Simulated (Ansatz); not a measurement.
# NaTi₂O₂: stable or not

The cell was found from a structure generator's guess, not taken from experiment.

The calculation used DFT PBE, scalar-relativistic, plane waves, PAW in Ansatz. Cutoff 420 eV, Γ-centred 12×12×6 mesh (5-atom cell), Gaussian smearing of 0.10 eV, no spin polarisation.

```cif
data_structure
_symmetry_space_group_name_H-M 'P-3m1'
_symmetry_Int_Tables_number 164
_cell_length_a 2.9916
_cell_length_b 2.9916
_cell_length_c 7.8976
_cell_angle_alpha 90.000
_cell_angle_beta 90.000
_cell_angle_gamma 120.000
_cell_volume 61.21
loop_
_atom_site_label
_atom_site_type_symbol
_atom_site_symmetry_multiplicity
_atom_site_Wyckoff_symbol
_atom_site_fract_x
_atom_site_fract_y
_atom_site_fract_z
_atom_site_occupancy
Na1 Na 1 a 0.00000 0.00000 0.00000 1
Ti1 Ti 2 d 0.66667 0.33333 0.34952 1
O1 O 2 d 0.66667 0.33333 0.79397 1
```

Formation energies are uncorrected and refer to the elements' standard structures at the same level (O₂ as a molecule).

**Question.** These tests were run: energy against the elements; phonons on a 3×3×1 q mesh. What do they show?

**Answer.**

| test | result |
| --- | --- |
| energy against the elements | −1.91 eV/atom |
| phonons on a 3×3×1 q mesh | no imaginary mode on the mesh, but the interpolation dips to 66i cm⁻¹ between its points |

It fails none of these tests outright. Other phases of the system weren't compared here, so this isn't yet thermodynamic stability. Undecided within the accuracy: phonons on a 3×3×1 q mesh.

An odd number of electrons in the primitive cell allows no gap without spin; a larger cell or a magnetic state could open one. The run for the phonons used a 12×12×6 k mesh and Fermi–Dirac smearing of 0.15 eV.
